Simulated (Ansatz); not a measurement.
Relaxed MoSi₂ (MoSi2 type, space group I4/mmm):

```xyz
6
Lattice="-3.2169 3.2169 7.8730 0.0000 0.0000 7.8730 1.6085 1.6085 -3.9365" Properties=species:S:1:pos:R:3 pbc="T T T"
Mo     0.0000     0.0000     0.0000
Mo    -1.6085     1.6085    11.8095
Si     0.0000     0.0000     2.6384
Si    -1.6085     1.6085     6.5749
Si     1.6085     1.6085     1.2982
Si    -1.6085     1.6085     9.1712
```

The atoms are displaced by Q × the pattern below (from a DFPT mode at X = (0.5, 0.5, 0.0), largest move 1; Q in Å), at fixed cell. (q is in reciprocal vectors of the primitive cell; the cell shown is doubled to hold the pattern.)

```csv
atom,x,y,z
Mo1,0.105,-0.105,0.000
Mo2,-0.105,0.105,0.000
Si3,0.707,-0.707,0.000
Si4,-0.707,0.707,0.000
Si5,0.707,-0.707,0.000
Si6,-0.707,0.707,0.000
```

Level of theory: PBE (plane waves to 420 eV, PAW, scalar-relativistic; Ansatz, a program for electronic structure). k mesh 20×20×20 (Γ-centred), Fermi-Dirac smearing 0.05 eV. The energy includes the smearing's −TS. With partly filled bands, energies and forces of such displacements shift with the k mesh and the smearing. MoSi2 is run without spin polarisation. MoSi2 was relaxed with its symmetry unable to fall. The zero of ΔE is the undisplaced structure.

```json
[
 {"Q (Å)": "-0.280", "ΔE (eV/cell)": "2.684"},
 {"Q (Å)": "-0.187", "ΔE (eV/cell)": "1.106"},
 {"Q (Å)": "-0.093", "ΔE (eV/cell)": "0.263"},
 {"Q (Å)": "0.000", "ΔE (eV/cell)": "0.000"},
 {"Q (Å)": "0.093", "ΔE (eV/cell)": "0.263"},
 {"Q (Å)": "0.187", "ΔE (eV/cell)": "1.106"},
 {"Q (Å)": "0.280", "ΔE (eV/cell)": "2.684"}
]
```

Task: Which DFPT wavenumber at X = (0.5, 0.5, 0.0) belongs to this mode?
(A) 259 cm⁻¹
(B) 199 cm⁻¹
(C) 373 cm⁻¹

Result: C, 373 cm⁻¹. The curvature of the scan gives 373 cm⁻¹

(For displaced atoms, the force is minus the slope of the energy, and its curvature is a force constant, which sets phonon frequencies.)
